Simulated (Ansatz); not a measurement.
BaO:
```yaml
crystal:
  lattice:
    - [0.00000, 2.74496, 2.74496]
    - [2.74496, 0.00000, 2.74496]
    - [2.74496, 2.74496, 0.00000]
  atoms:
    - { symbol: Ba, position: [0.00000, 0.00000, 0.00000] }
    - { symbol: O, position: [0.50000, 0.50000, 0.50000] }
```

Relaxed with PBEsol.

Question: Map the electron localisation function on the plane through (0.000, 0.000, 0.000) spanned by u = [1, 0, 0] and v = [0, 1, -1] in lattice vectors, from PBEsol in the plane-wave PAW code Ansatz.

Answer: x is the fraction of u, y of v (the angle between them is 90°; rows are the nearest grid lines); atoms in the plane: Ba at (0.00, 0.00), O at (0.50, 0.50).
```
y \ x   0.000  0.105  0.158  0.263  0.368  0.474  0.526  0.632  0.737  0.842  0.895   1.00
------  -----  -----  -----  -----  -----  -----  -----  -----  -----  -----  -----  -----
1.00    0.000  0.219  0.747  0.845  0.227  0.026  0.026  0.227  0.845  0.747  0.219  0.000
0.947   0.002  0.348  0.779  0.824  0.186  0.035  0.035  0.186  0.824  0.779  0.348  0.002
0.842   0.742  0.833  0.853  0.526  0.093  0.197  0.197  0.093  0.526  0.853  0.833  0.742
0.789   0.874  0.856  0.789  0.234  0.154  0.468  0.468  0.154  0.234  0.789  0.856  0.874
0.684   0.632  0.388  0.191  0.174  0.678  0.813  0.813  0.678  0.174  0.191  0.388  0.632
0.632   0.227  0.120  0.093  0.392  0.803  0.810  0.810  0.803  0.392  0.093  0.120  0.227
0.526   0.026  0.071  0.198  0.701  0.810  0.352  0.352  0.810  0.701  0.198  0.071  0.026
0.474   0.026  0.071  0.198  0.701  0.810  0.352  0.352  0.810  0.701  0.198  0.071  0.026
0.368   0.227  0.120  0.093  0.392  0.803  0.810  0.810  0.803  0.392  0.093  0.120  0.227
0.316   0.632  0.388  0.191  0.174  0.678  0.813  0.813  0.678  0.174  0.191  0.388  0.632
0.211   0.874  0.856  0.789  0.234  0.154  0.468  0.468  0.154  0.234  0.789  0.856  0.874
0.158   0.742  0.833  0.853  0.526  0.093  0.197  0.197  0.093  0.526  0.853  0.833  0.742
0.0526  0.002  0.348  0.779  0.824  0.186  0.035  0.035  0.186  0.824  0.779  0.348  0.002
0.000   0.000  0.219  0.747  0.845  0.227  0.026  0.026  0.227  0.845  0.747  0.219  0.000
```

The density is the valence pseudo-density with augmentation charge, so density and ELF within about 1 Å of a nucleus are not all-electron values.

Space group Fm-3m (rock salt). Symmetry was held in the PBEsol relaxation. Spin–orbit coupling is left out wherever it is not named.

Potentials: the later of the program's two PAW sets.
